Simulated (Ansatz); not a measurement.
PbSe:
```
PbSe
1.0
    0.00000     3.10892     3.10892
    3.10892     0.00000     3.10892
    3.10892     3.10892     0.00000
Pb Se
1 1
Direct
  0.00000   0.00000   0.00000
  0.50000   0.50000   0.50000
```

Relaxed with PBE. Special points in fractions of this cell's reciprocal vectors: Γ (0.000, 0.000, 0.000); X (0.500, 0.000, 0.500); U (0.625, 0.250, 0.625); K (0.375, 0.375, 0.750); L (0.500, 0.500, 0.500); W (0.500, 0.250, 0.750).

List the band energies nearest the valence-band maximum at these points for PBE with spin–orbit coupling (plane waves, PAW; program Ansatz).

In eV from the valence-band maximum; about four levels below and three above (degenerate sets whole), none deeper than 8.9 eV; points with the same levels are listed once.

```json
[
 {"k": "Γ", "below": "-1.46 -1.46 -1.46 -1.46", "above": "3.06 3.06 5.38 5.38 5.38 5.38"},
 {"k": "X", "below": "-3.18 -3.18 -2.70 -2.70", "above": "4.00 4.00 4.45 4.45"},
 {"k": "U", "below": "-2.58 -2.58 -2.06 -2.06", "above": "3.00 3.00 4.14 4.14"},
 {"k": "L", "below": "-1.17 -1.17 0.00 0.00", "above": "0.05 0.05 1.56 1.56"},
 {"k": "W", "below": "-3.77 -3.77 -0.67 -0.67", "above": "1.78 1.78 4.85 4.85"}
]
```

Space group Fm-3m (rock salt). The cell was relaxed with PBE under the symmetry of its start; of distortions, only those at the zone centre were tested.

Potentials: the later of the program's two PAW sets.
